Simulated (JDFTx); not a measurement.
System: TiC(100) (Fm-3m bulk; lattice of mp-631, not re-optimised at this level), 1x1 cell of 8 atoms in 4 planes (C/Ti outermost, slab composition Ti4C4), area 9.38 Å² a face, 6.6 Å between the outermost planes in a cell 22.5 Å high; k mesh 8×8×1, Fermi width 0.01 Ha, no spin polarisation. Whether this polymorph is the ambient one wasn't checked. Neither spin polarisation nor a larger cell was tried.

Profiles through the double layer of this slab, charged, in CANDLE, water, 0.5 M KF; PBE, GBRV ultrasoft potentials, plane waves to 20/100 Ha, a modified build of JDFTx. z is the height above the outermost atoms, φ the plane-averaged electrostatic potential energy of an electron (zero in the bulk liquid), ρ_b the bound charge of solvent and ions, s the cavity shape function (0 in the solid, 1 in the liquid).

| z (Å) | n (e/Å³) | s | φ (eV) | ρ_b (10⁻³ e/Å³) |
|---|---|---|---|---|
| 0.93 | 0.1358 | 0.00 | -3.327 | -0.05 |
| 1.39 | 0.0345 | 0.00 | -1.147 | -3.28 |
| 1.86 | 0.0086 | 0.01 | -0.231 | -9.17 |
| 2.33 | 0.0020 | 0.14 | -0.091 | -0.70 |
| 2.80 | 0.0005 | 0.42 | -0.066 | 0.22 |
| 3.27 | 0.0001 | 0.72 | -0.056 | 0.04 |
| 3.74 | 0.0000 | 0.95 | -0.049 | 0.00 |
| 4.21 | 0.0000 | 1.00 | -0.044 | -0.01 |
| 4.68 | 0.0000 | 1.00 | -0.039 | -0.01 |
| 5.14 | 0.0000 | 1.00 | -0.035 | -0.01 |
| 5.61 | 0.0000 | 1.00 | -0.032 | -0.01 |
| 6.08 | 0.0000 | 1.00 | -0.028 | -0.01 |
| 6.55 | 0.0000 | 1.00 | -0.026 | -0.01 |
| 7.02 | 0.0000 | 1.00 | -0.023 | -0.01 |
| 7.49 | 0.0000 | 1.00 | -0.021 | -0.01 |

**Question.** Is the electrode positively or negatively charged, and roughly by how much?

**Answer.** Positively: σ = 9.8 μC/cm² per face. The liquid's bound charge is of the opposite sign overall, and far from the surface φ decays with the screening length (4.3 Å).
